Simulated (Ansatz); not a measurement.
Relaxed-ion elastic tensor of Sb (fcc (Cu type), Fm-3m) in GPa (Voigt order), the program Ansatz at the r²SCAN level (PAW); density 7.43 g/cm³, 27.20 Å³ per atom.

|  | 1 | 2 | 3 | 4 | 5 | 6 |
|---|---|---|---|---|---|---|
| 1 | 35.7 | 73.1 | 73.1 | 0.0 | 0.0 | 0.0 |
| 2 | 73.1 | 35.7 | 73.1 | 0.0 | 0.0 | 0.0 |
| 3 | 73.1 | 73.1 | 35.7 | 0.0 | 0.0 | 0.0 |
| 4 | 0.0 | 0.0 | 0.0 | -6.4 | 0.0 | 0.0 |
| 5 | 0.0 | 0.0 | 0.0 | 0.0 | -6.4 | 0.0 |
| 6 | 0.0 | 0.0 | 0.0 | 0.0 | 0.0 | -6.4 |

### Question
Is the crystal mechanically stable?

### Answer
No: the smallest eigenvalue of C is -37.4 GPa.

The workflow started from an entry of the Crystallography Open Database (COD), which files this formula under 5 space groups. It is not the phase usual at ambient conditions (space group No. 166). The cell was relaxed with r²SCAN under the symmetry of its start. At this level the phase is mechanically unstable. As this level gives no gap, shear constants depend on the k-mesh and smearing (Fermi–Dirac, 0.1 eV here). Scalar-relativistic: spin–orbit coupling is off unless named, which matters more the heavier the elements.

Potentials: the later of the program's two PAW sets.
